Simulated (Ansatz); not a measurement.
This cell of WSi2 (MoSi2 type, space group I4/mmm) is off equilibrium:

```yaml
crystal:
  lattice:
    - [-1.60615, 1.60615, 3.90288]
    - [1.60615, -1.60615, 3.90288]
    - [1.60615, 1.60615, -3.90288]
  atoms:
    - { symbol: W, position: [0.00000, 0.00000, 0.00000] }
    - { symbol: Si, position: [0.36600, 0.33486, 0.03113] }
    - { symbol: Si, position: [0.63400, 0.66514, 0.96887] }
```

The numbers are results of r2SCAN (plane waves to 500 eV, PAW, scalar-relativistic; Ansatz, a quantum-chemistry and plane-wave program), not measurements. k mesh 20×20×20 (Γ-centred), Fermi-Dirac smearing 0.05 eV. Stress and pressure are positive under compression. With partly filled bands, energies and forces of such displacements shift with the k mesh and the smearing. Spin-orbit coupling is left out, though W is heavy. The PAW data are Ansatz's earlier set. WSi2 is run without spin polarisation. WSi2 was relaxed with its symmetry unable to fall.

Q: Predict the force on every atom, in eV/Å.

A: 
```json
[
 {"atom": "W1", "Fx": "0.000", "Fy": "0.000", "Fz": "0.000"},
 {"atom": "Si2", "Fx": "0.000", "Fy": "-1.205", "Fz": "0.079"},
 {"atom": "Si3", "Fx": "0.000", "Fy": "1.205", "Fz": "-0.079"}
]
```

Q: What is the stress tensor (GPa)?

A: 
```
    2.2      0.0      0.0
    0.0      0.9      1.4
    0.0      1.4      1.2
```
The pressure, a third of the trace, is 1.4 GPa.

(A displaced cell: forces are minus the slopes of the energy, force constants its curvatures, and phonons follow from these.)
